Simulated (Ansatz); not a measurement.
input.yaml (Ansatz)

```yaml
crystal:
  lattice:
    - [-1.9595672367, 1.9595672367, 1.9595672367]
    - [1.9595672367, -1.9595672367, 1.9595672367]
    - [1.9595672367, 1.9595672367, -1.9595672367]
  atoms:
    - { symbol: Tl, position: [0.0, 0.0, 0.0] }
hamiltonian:
  xc: r2scan
  pseudopotentials:
    kind: paw_fr
    azcp:
      Tl: "pseudopotentials/Tl.paw.azcp"
basis:
  ecutwfc: 500
  fft_grid_basis: typed
kpoints:
  mp_grid: { grid: [11, 11, 11], shift: [0, 0, 0] }
magnetization:
  noncollinear: true
  spin_orbit: true
scf:
  occupations: { method: fermi_dirac, width: 0.1 }
```

Output

```
Engine: ansatz 0.2.0, x86_64-unknown-linux-gnu
Pseudopotentials: kind: paw_fr
Pseudopotential: Tl, paw_fr, valence charge 13, recommended cutoff 500 eV (meta_gga) 
Functional definition: r2SCAN
  parameter k0 = 0.174
  parameter k1 = 0.065
  parameter a1 = 4.9479
  exchange = r2scan_x(k0 = k0, k1 = k1, a1 = a1)
  correlation = r2scan_c
non-collinear run that drives no moment, with spin-orbit: no starting moment large enough to seed its density (crystal.atoms[].spin), no starting occupations that ask for one, no magnetisation constraint and no magnetic field, so the semilocal B_xc is pinned to zero
Crystal: 1 atoms, lattice volume = 30.098 Å³
Basis set: ecut = 500 eV, 767 PW (Γ), exchange–correlation on 100×100×100 points (64 copies of the dense FFT grid, shifted against one another)
Bands: 22, of which v1, the nominal top of the filled ones, is band 13 counted from 1 (12 counted from 0)
Symmetry: 48 space group operations + 48 with time reversal
Magnetic group: BNS 229.141 (UNI 1643), of the structure as read, at distance tolerance 3.1e-5 Å
k-points: 56 of 1331
Projection manifold: j_resolved (fully-relativistic pseudo-atomic orbitals)
Non-local potential: Tl, projectors of the file, l = 0: 2, l = 1: 4, l = 2: 4, l = 3: 2
PAW form: soft (Blöchl's): semilocal exchange-correlation on the pseudo side does not see the compensation charge
PAW frozen core: Tl, regenerated for the run's functional (the file was generated under x = pbe(κ = 0.804, μ = 0.2195149727645171), c = pbe(β = 0.06672455060314922))
PAW one-centre angular grid: Tl, 590 points (default); XC on 273 of its mesh's 2893 points in the sphere
Initial density: superposition of atomic densities (chi_scale 0.1, normalization cell)
Initial wavefunctions: pseudopotential atomic-orbital guess
Functional: x = r2scan, c = r2scan; τ floored in thin density (d = 2e-4 eV/Å³)
iter 1 solved again at ethr=1.28e-4 eV; its pass at ethr=3.10e-3 eV (dr2=1.66e-2 eV) is discarded
SCF iter   1: F=—  HF=-11425.691774 eV  |F-HF|=—  |Δ(HF+E_count)|=         —  Δρ=8.85e-3  dr2=1.81e-2  dr2_τ=5.14e-4  dr2_m=0.00e0 (ungated)  ethr=1.28e-4  |M|=0.00e0 ∫|m|=0.00e0 μB  |m|>n=0.0e0 m-floor=0.0e0 τ_xc=0.0e0  β_m=0.30  ⟨swp⟩=1.3  Hψ=4828  notcnv=0
spin=Noncollinear: Kerker preconditioning applied to the charge; magnetization (m_x, m_y, m_z) channels mix plain (no charge-response kernel on spin).
SCF iter   2: F=—  HF=-11425.691558 eV  |F-HF|=—  |Δ(HF+E_count)|=   2.16e-4  Δρ=6.89e-3  dr2=1.06e-2  dr2_τ=7.78e-5  dr2_m=0.00e0 (ungated)  ethr=1.28e-4  |M|=0.00e0 ∫|m|=0.00e0 μB  |m|>n=0.0e0 m-floor=0.0e0 τ_xc=0.0e0  β_m=0.65  ⟨swp⟩=1.0  Hψ=616  notcnv=0
SCF iter   3: F=—  HF=-11425.693022 eV  |F-HF|=—  |Δ(HF+E_count)|=   1.46e-3  Δρ=1.00e-3  dr2=3.31e-4  dr2_τ=8.13e-6  dr2_m=0.00e0 (ungated)  ethr=8.16e-5  |M|=0.00e0 ∫|m|=0.00e0 μB  |m|>n=0.0e0 m-floor=0.0e0 τ_xc=0.0e0  β_m=0.73  ⟨swp⟩=2.7  Hψ=1025  notcnv=0
SCF iter   4: F=—  HF=-11425.693180 eV  |F-HF|=—  |Δ(HF+E_count)|=   1.59e-4  Δρ=3.58e-4  dr2=3.11e-5  dr2_τ=5.12e-7  dr2_m=0.00e0 (ungated)  ethr=2.55e-6  |M|=0.00e0 ∫|m|=0.00e0 μB  |m|>n=0.0e0 m-floor=0.0e0 τ_xc=0.0e0  β_m=0.87  ⟨swp⟩=2.8  Hψ=1009  notcnv=0
SCF iter   5: F=—  HF=-11425.693223 eV  |F-HF|=—  |Δ(HF+E_count)|=   4.27e-5  Δρ=5.68e-5  dr2=6.44e-7  dr2_τ=1.09e-8  dr2_m=0.00e0 (ungated)  ethr=2.39e-7  |M|=0.00e0 ∫|m|=0.00e0 μB  |m|>n=0.0e0 m-floor=0.0e0 τ_xc=0.0e0  β_m=0.93  ⟨swp⟩=2.0  Hψ=968  notcnv=0
SCF iter   6: F=-11425.693225 eV  HF=-11425.693225 eV  |F-HF|=6.90e-8  |Δ(HF+E_count)|=   1.76e-6  Δρ=1.12e-5  dr2=3.31e-8  dr2_τ=2.05e-10  dr2_m=0.00e0 (ungated)  ethr=7.69e-10  |M|=0.00e0 ∫|m|=0.00e0 μB  |m|>n=0.0e0 m-floor=0.0e0 τ_xc=0.0e0  ⟨swp⟩=3.0  Hψ=1287  notcnv=0
SCF 1 converged in 6 iterations: F = -11425.693225 eV  dr2 = 3.31e-8
SCF converged after 6 iterations
Magnetization: |M| = 0.0000 μB,  M = (+0.0000, +0.0000, +0.0000) μB
Absolute magnetization: 0.0000 μB (∫|m|)
  site 0: m = (+0.0000, +0.0000, +0.0000) μB, |m| = 0.0000 μB  (R = 1.40 Å)
Free energy (F): -11425.693225 eV
Harris-Foulkes:  -11425.693225 eV  (|F-HF|=6.90e-8)
Internal energy: -11425.676480 eV  (E = F + TS)
E sigma→0 (E₀):  -11425.684852 eV
Entropy (-TS):   -0.016745 eV (-16.745 meV/atom)
Fermi energy:    9.542413 eV
--- Per-component energies (eV) ---
  E_band       = -7.372480
  E_kinetic    = 334.674628
  E_local      = -905.542688  (includes V_loc(G=0)·N_el)
  E_nonlocal   = 316.479920
  E_hartree    = 335.463724
  E_xc         = -218.251379
  E_vxc        = -156.736413  (∫ρ·V_xc dr)
  E_paw        = -10159.639691  (= ΣΔE_a)
  E_vpaw       = -279.258494  (= ΣTr[D̂ρ^β])
  E_aug_tail   = 0.000018  (compensation charges beyond the density's cutoff)
  E_vtau       = 12.086547  (kinetic-family band-sum trace: ∫τ·v_τ [+ j·A + Jᵃ·Aᵃ] dr)
  E_ewald      = -1129.869432
  E_core_change = 1.008419  (= ΣΔE_core)
  E_smearing   = -0.016745  (= −TS)
  E_closure    = 0.000000  (closes the sum)
  Σ components = -11425.693225   (vs F -11425.693225, Δ=0.00e0)
```

Launched by

```sh
ansatz run input.yaml --threads 1 --pin off --max-ram 3584MiB --backend cpu --events-out ev --progress --plain --runs-dir out
```

On 1 thread of Intel(R) Xeon(R) Platinum 8259CL CPU @ 2.50GHz (Skylake/Cascade Lake) (shared host) this took about 13 s of wall time and 13 s of CPU time.
